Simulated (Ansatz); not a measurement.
**Surface calculation: fcc Al (110), 5 layers**

The slab is cut from the fcc crystal, the stable phase, as relaxed on PAW files (15.80 Å³/atom), with 16 Å of vacuum and a dipole correction:

```
Al
1.0
     2.81653    0.00000    0.00000
     0.00000    3.98318    0.00000
     0.00000    0.00000   21.63310
Al
5
Cartesian
  0.0000 0.0000 8.0000
  1.4083 1.9916 9.4083
  0.0000 0.0000 10.8165
  1.4083 1.9916 12.2248
  0.0000 0.0000 13.6331
```

Level of theory: DFT with LDA, scalar-relativistic, in Ansatz 0.2.0; a Γ-centred 14×10×1 k mesh, Fermi–Dirac smearing of 0.08 eV, no spin polarisation. LAPW: all electrons, basis error target 1 meV/atom; PAW: frozen-core files, cutoff 420 eV.

The bulk energy comes from a cell in the slab's orientation on a 14×10×14 mesh. The surface energy is (E(slab) − N·E(bulk))/2A at zero smearing, the mean of both faces; thin slabs carry quantum-size effects.

The PAW files were made under PBE.

Problem. As cut, the LAPW slab lies 1.587 eV above 5 atoms of bulk. What surface energy is that?

Solution. Over two faces of 11.22 Å² it is 70.7 meV/Å², and times 16.02 J/m² per eV/Å² that gives γ = 1.133 J/m².

Problem. What do relaxation and the other method give, and what work function comes out?

Solution. 

```csv
method,γ as cut (J/m²),γ relaxed (J/m²),Φ as cut (eV),Φ relaxed (eV)
LAPW,1.133,1.120,4.12,4.13
PAW,1.136,1.122,4.12,4.13
```

Problem. How do the spacings between the planes relax?

Solution. From the bottom face up: d12 -5.5 % of 1.408 Å, d23 0.0 % of 1.408 Å, d34 0.0 % of 1.408 Å, d45 -5.5 % of 1.408 Å.

Problem. What changes if the vacuum is set to 22 Å?

Solution. LAPW then gives: no gap, work function 4.13 eV; PAW: no gap, work function 4.13 eV.

Problem. In the relaxed 1×1 cell, replace the outer, then the middle Al by Si, which changes a whole layer. What shift does this Z+1 picture give?

Solution. E(outer) − E(middle) = -0.05 eV by LAPW and -0.05 eV by PAW; a positive value puts the surface line at higher binding energy.
